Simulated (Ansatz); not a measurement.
# ZnPtC6N6, one structure, two calculations

Cell: an entry of the Crystallography Open Database (COD) whose atoms were relaxed with PBE, the cell held.

```cif
data_ZnPtC6N6
_symmetry_space_group_name_H-M 'Fm-3m'
_symmetry_Int_Tables_number 225
_cell_length_a 10.5104
_cell_length_b 10.5104
_cell_length_c 10.5104
_cell_angle_alpha 90.000
_cell_angle_beta 90.000
_cell_angle_gamma 90.000
loop_
_atom_site_label
_atom_site_type_symbol
_atom_site_symmetry_multiplicity
_atom_site_Wyckoff_symbol
_atom_site_fract_x
_atom_site_fract_y
_atom_site_fract_z
Zn Zn 4 b 0.5000 0.5000 0.5000
Pt Pt 4 a 0.0000 0.0000 0.0000
C C 24 e 0.5000 0.5000 0.1903
N N 24 e 0.5000 0.5000 0.3003
```

One atom of each set is listed; the run and its k-mesh use a cell of 14 atoms with edges of 7.43, 7.43, 7.43 Å.

First run. Method: Kohn–Sham DFT in Ansatz, PBE, plane waves and PAW, scalar-relativistic, 420 eV cutoff, Γ-centred 6×6×6 k-points, Fermi–Dirac smearing 0.05 eV.

| site | V_zz (10²¹ V/m²) | η |
| --- | --- | --- |
| C | -3.78 | 0.00 |
| N | -5.83 | 0.00 |

Second run. The same atoms and settings, except that the functional is r2SCAN and the cutoff is 500 eV.

Question: Given the first result, estimate the second.

Answer: 

```tsv
site	V_zz	η	change of V_zz
C	-4.14	0.00	-0.36
N	-6.10	0.00	-0.27
```

The largest change of V_zz is on C, from -3.78 to -4.14. In per cent, |V_zz| changes by +9 on C, +5 on N (all sites that start above 0.5). Sites without a gradient aren't listed.

Without spin–orbit coupling the gradients at and beside Pt can be off by some per cent, at some sites by more. The database entry as given showed forces above 3 eV/Å or a pressure above 30 GPa, though relaxing it moves no atom far.
For the second run: The largest force is 0.8 eV/Å, so the atoms aren't at the calculated equilibrium and relaxing them would move these values.
